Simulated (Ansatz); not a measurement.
Consider the following.

LaIn$_{4}$Ni:
```cif
data_In8La2Ni2
_chemical_formula_sum 'La2 In8 Ni2'
_space_group_name_H-M_alt 'P 1'
_space_group_IT_number 1
_cell_length_a 8.75611
_cell_length_b 8.75611
_cell_length_c 7.24839
_cell_angle_alpha 90.000
_cell_angle_beta 90.000
_cell_angle_gamma 150.246
loop_
_space_group_symop_operation_xyz
  'x, y, z'
loop_
_atom_site_label
_atom_site_type_symbol
_atom_site_fract_x
_atom_site_fract_y
_atom_site_fract_z
_atom_site_occupancy
La1 La 0.88256 0.11744 0.75000 1
La2 La 0.11744 0.88256 0.25000 1
In1 In 0.50000 0.50000 0.00000 1
In2 In 0.50000 0.50000 0.50000 1
In3 In 0.07671 0.92329 0.75000 1
In4 In 0.92329 0.07671 0.25000 1
In5 In 0.68980 0.31020 0.95037 1
In6 In 0.31020 0.68980 0.04963 1
In7 In 0.31020 0.68980 0.45037 1
In8 In 0.68980 0.31020 0.54963 1
Ni1 Ni 0.22658 0.77342 0.75000 1
Ni2 Ni 0.77342 0.22658 0.25000 1
```

This is the r²SCAN-relaxed structure.

Problem. All from the program Ansatz at the r²SCAN level (PAW), unless another level is named. Predict the density of states at the Fermi level.

Solution. 0.37 states/eV per atom (mean over ±0.08 eV).

Problem. Predict the formation energy from the elements (no fitted shifts).

Solution. -0.50 eV/atom.

Space group Cmcm. The workflow started from a Materials Project entry (that database holds measured and hypothetical structures alike); the Crystallography Open Database files this formula in space group No. 63, but the cells were not matched. Whether it is the stable phase at ambient conditions was not checked. The r²SCAN relaxation kept the symmetry of its start; its stability against distortions is not shown here. The run is not spin-polarised. The references are the lowest solids computed at this level, not always the standard phases. Scalar-relativistic: spin–orbit coupling is off unless named, which matters more the heavier the elements.

Potentials: the later of the program's two PAW sets.
